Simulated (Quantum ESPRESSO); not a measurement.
Kohn-Sham bands of CdSe (zinc blende)

```xyz
2
Lattice="0.0000 3.0703 3.0703 3.0703 0.0000 3.0703 3.0703 3.0703 0.0000" Properties=species:S:1:pos:R:3 pbc="T T T"
Cd     0.0000     0.0000     0.0000
Se     1.5351     1.5351     1.5351
```

Cell from Materials Project (mp-2691), symmetrised, no further relaxation. Not found in the COD (Crystallography Open Database) copy used, which has the formula in other groups; not checked further. Computed values, not measurements, from PBE: Quantum ESPRESSO (norm-conserving PseudoDojo potentials, cutoff 82 Ry, no spin polarisation, no spin-orbit coupling) on a Γ-centred 10×10×10 mesh, then Wannier90. Density: 10×10×10 mesh, cold smearing 0.01 Ry. Spin-orbit coupling, left out, would split the p-like bands by a few tenths of an eV.

Problem. List the Kohn-Sham levels between −8 and 3.6 eV relative to the valence-band maximum at the high-symmetry points, as a band run of pw.x on that density gives them (levels within 2 meV counted together).

Solution. 
```csv
point,k (reciprocal lattice),levels (eV)
Γ,0.000 0.000 0.000,"-7.84 (×3), -7.49 (×2), 0.00 (×3), 0.55"
X,-0.500 -0.500 0.000,"-7.65, -7.59 (×2), -7.44, -7.16, -3.94, -1.75 (×2), 3.20"
U,-0.375 -0.375 0.250,"-7.68, -7.63, -7.55, -7.46, -7.08, -3.88, -2.39, -1.43"
K,-0.375 0.000 0.375,"-7.68, -7.63, -7.55, -7.46, -7.08, -3.88, -2.39, -1.43"
L,0.000 0.000 0.500,"-7.75 (×2), -7.47 (×2), -7.22, -4.22, -0.71 (×2), 2.36"
W,-0.500 -0.250 0.250,"-7.66, -7.66, -7.52, -7.49, -7.04, -3.85, -2.12, -2.08"
```
